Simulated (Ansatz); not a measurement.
**Relaxing an invented MgF3 structure**

The calculation used DFT PBE, scalar-relativistic, plane waves, PAW (Ansatz). Cutoff 420 eV, Gaussian smearing, Γ-centred meshes. Cell and atoms relax first on a coarse mesh and then on a finer one. In between, the cell is made exact in the group found at 0.06 Å. In metals the finer mesh still leaves noise of several meV/atom or more. The steps can't lower the symmetry of their start. Collinear spin is switched on along the way, since trial moments persisted in a coarse test.

The cell of MgF3 is invented: random cell by space group and Wyckoff sites (R-3m, No. 166). Its size is a rough estimate.

```xyz
4
Lattice="1.8841 1.0878 4.8186 -1.8841 1.0878 4.8186 0.0000 -2.1755 4.8186" Properties=species:S:1:pos:R:3 pbc="T T T"
Mg    0.0000    0.0000    7.2279
F     0.0000    0.0000    0.0000
F     0.0000    0.0000    9.0685
F     0.0000    0.0000    5.3873
```

Formation energies are uncorrected and refer to the elements' standard structures at the same level (F₂ as a molecule).

Task: Which structure results?

Result: The symmetry stays R-3m (No. 166). The volume per atom shrinks by 28.2 %, from 14.8 to 10.6 Å³. The shortest distance goes from 1.84 Å (Mg–F) to 1.97 Å (Mg–F). The ratio c/a of the conventional cell changes by a factor of 0.57. The energy falls by about 0.95 eV/atom (the start's value is from the coarse mesh). Conventional cell: a = 4.080 Å, c = 8.858 Å. Mg is surrounded by 2 F at 1.97 Å, 6 F at 2.55 Å and 6 F at 2.78 Å; around F on a site of symmetry -3m lie 8 F at 2.41–2.46 Å and 6 Mg at 2.78 Å (long against covalent radii, as for large ions); F on a site of symmetry 3m has 1 Mg at 1.97 Å, 7 F at 2.41–2.55 Å and 3 Mg at 2.55 Å.

```cif
data_structure
_symmetry_space_group_name_H-M 'P 1'
_symmetry_Int_Tables_number 1
_cell_length_a 3.7770
_cell_length_b 3.7770
_cell_length_c 3.7770
_cell_angle_alpha 65.374
_cell_angle_beta 65.374
_cell_angle_gamma 65.374
_cell_volume 42.56
loop_
_atom_site_label
_atom_site_type_symbol
_atom_site_fract_x
_atom_site_fract_y
_atom_site_fract_z
_atom_site_occupancy
Mg1 Mg 0.50000 0.50000 0.50000 1
F1 F 0.00000 0.00000 0.00000 1
F2 F 0.72201 0.72201 0.72201 1
F3 F 0.27799 0.27799 0.27799 1
```

Task: Give its energy and gap.

Result:

* Energy over the elements: −2.06 eV/atom
* Gap on the 12×12×12 mesh of the 4-atom cell: 0 eV (a metal)
* Net moment per atom: 0.25 μB
* Moment by site: F 0.6, 0.2 (×2) μB

It lies below the elements, which doesn't yet make it stable against other compounds or structures.

The last run used collinear spin and Gaussian smearing of 0.10 eV. No dispersion correction is applied, so the spacing and binding between layers, chains or molecules are poorly described. The magnetic state reached may not be the lowest. A structure relaxed within its symmetry needn't be a true minimum. In all, the 3 runs took 8.9 min on 1 thread of Intel(R) Xeon(R) Processor @ 2.50GHz (Skylake/Cascade Lake) (shared host). Site moments count only spheres around the atoms; the net moment includes the space between them.
